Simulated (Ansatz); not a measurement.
A relaxed cell of Fe₅Co is given with its symmetry left out. The cell was found from a structure generator's guess, not taken from experiment.

Method: DFT PBE, scalar-relativistic, plane waves, PAW in Ansatz. Cutoff 420 eV, Γ-centred mesh, Gaussian smearing, collinear spin.

```xyz
6
Lattice="4.3388 0.0000 0.0000 -2.1694 3.7575 0.0000 0.0000 0.0000 4.3548" Properties=species:S:1:pos:R:3 pbc="T T T"
Fe    2.1694    1.2525    0.0000
Fe    0.0000    2.5050    0.0000
Fe    1.4445    0.0000    2.1774
Fe   -0.7223    1.2510    2.1774
Fe    1.4471    2.5065    2.1774
Co    0.0000    0.0000    0.0000
```

Energies over the elements count from the elements' standard structures at the same level, with no fitted energy shifts.

Problem. What space group does it have?

Solution. P-62m (No. 189), with Fe and Co ordered on hcp sites. Conventional cell: a = 4.339 Å, c = 4.355 Å. Fe on a site of symmetry -6 is surrounded by 3 Co at 2.51 Å and 9 Fe at 2.51–2.61 Å; around Fe on a site of symmetry m2m lie 10 Fe at 2.50–2.61 Å and 2 Co at 2.61 Å; around Co lie 12 Fe at 2.51–2.61 Å.

Problem. How far does it lie from the elements in energy?

Solution. +0.16 eV/atom. The separate elements lie lower, so it is unstable against them.

Problem. Is it a metal?

Solution. Yes, bands cross the Fermi level on the 12×12×10 mesh.

Problem. Which magnetic moments does it keep?

Solution. 2.40 μB per atom net, the space between the atoms included; by site: Fe 2.6 (×2), 2.5 (×3); Co 1.7 μB.

The last run used collinear spin, a 12×12×10 mesh (in the run's order of axes) for its 6-atom cell and Gaussian smearing of 0.10 eV. The magnetic state reached may not be the lowest. Symmetry constrained the relaxation, so the result can be a saddle point.
